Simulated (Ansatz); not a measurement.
Elastic constants of Tl3TeI at -2.0 GPa (stress–strain coefficients): input and output

The calculation used DFT LDA, scalar-relativistic, plane waves, PAW in Ansatz 0.2.0.

Launched with:
```bash
ansatz run input.yaml --threads 1 --pin off --max-ram 1228MiB --backend cpu --events-out ev --progress --plain --runs-dir out
```

Input (bare energies are in eV):
```yaml
crystal:
  lattice:
    - [6.8045, 0.0, 0.0]
    - [0.0, 6.8045, 0.0]
    - [0.0, 0.0, 6.8045]
  atoms:
    - { symbol: I, position: [0.0, 0.0, 0.0] }
    - { symbol: Te, position: [0.5, 0.5, 0.5] }
    - { symbol: Tl, position: [0.5, 0.5, 0.0] }
    - { symbol: Tl, position: [0.5, 0.0, 0.5] }
    - { symbol: Tl, position: [0.0, 0.5, 0.5] }
basis:
  ecutwfc: 420
kpoints:
  mp_grid: { grid: [4, 4, 4] }
hamiltonian:
  xc: lda
scf:
  occupations: { method: fixed }
output:
  forces: true
  stress: true
  eigenvalues: true
elastic:
  mode: relaxed_ion
  stencil: two_point
```

From the output:
```
--- Elastic constants: 2 strain directions × 2 members + reference (group order 48) ---
  dense FFT box of the reference and of every strained cell: 48×48×48
  strains applied: 11, 23; error gains: componentwise 1.00 (the most a stress slope's error grows in a printed constant), spectral 1.73 (1 for all six strains in a standard setting)
  C = ∂σ_k/∂η_j (tension-positive GPa; Voigt order 11 22 33 23 13 12):
        12.712     -1.156     -1.156      0.000      0.000      0.000
        -1.156     12.712     -1.156     -0.000      0.000     -0.000
        -1.156     -1.156     12.712     -0.000     -0.000      0.000
         0.000     -0.000      0.000      0.743      0.000      0.000
         0.000      0.000     -0.000     -0.000      0.743      0.000
         0.000     -0.000      0.000      0.000      0.000      0.743
  reference stress σ⁰ (GPa):      2.025      2.025      2.025     -0.000     -0.000     -0.000
  C* (energy form; C + prestress term) asymmetry max|C*_kj − C*_jk| = 1.110e-15 GPa — a small one proves nothing (zero by symmetry where the batch's group is 432, −43m or m−3m); a large one is finite-difference/SCF noise where every solve ...
  moduli (Voigt/Reuss/Hill, GPa): K = 3.47/3.47/3.47   G = 3.22/1.16/2.19   E = 5.42   ν = 0.239
  mechanically stable: yes (min eigenvalue of sym C = 0.74 GPa)
  strain η (Voigt 11):  stress-route row diagonal C_11 = 12.71 GPa, energy-path curvature d²(F+E_count+ΔE)/dδ²/Ω₀ = 12.69 GPa
         δ    σ_11 (GPa) F (eV) n_scf n_hpsi n_pw
    -2.000e-3       1.9993      -47621.4389562      10   16478   6163   relax 0 steps, max|allowed force component| 1.90e-29 eV/Å
     2.000e-3       2.0502      -47621.4230398       7   10820   6196   relax 0 steps, max|allowed force component| 5.14e-29 eV/Å
  strain η (Voigt 23):  stress-route row diagonal C_44 = 0.74 GPa, energy-path curvature d²(F+E_count+ΔE)/dδ²/Ω₀ = -0.32 GPa
         δ    σ_23 (GPa) F (eV) n_scf n_hpsi n_pw
    -2.000e-3      -0.0015      -47621.4310523       8   16563   6187   relax 0 steps, max|allowed force component| 9.94e-30 eV/Å
     2.000e-3       0.0015      -47621.4310523       6   15594   6187   relax 0 steps, max|allowed force component| 1.14e-29 eV/Å
```

The cell is the ideal cubic antiperovskite prototype; whether it is the stable structure of this composition wasn't checked. Spin–orbit coupling is left out, which can shift energies with elements as heavy as these.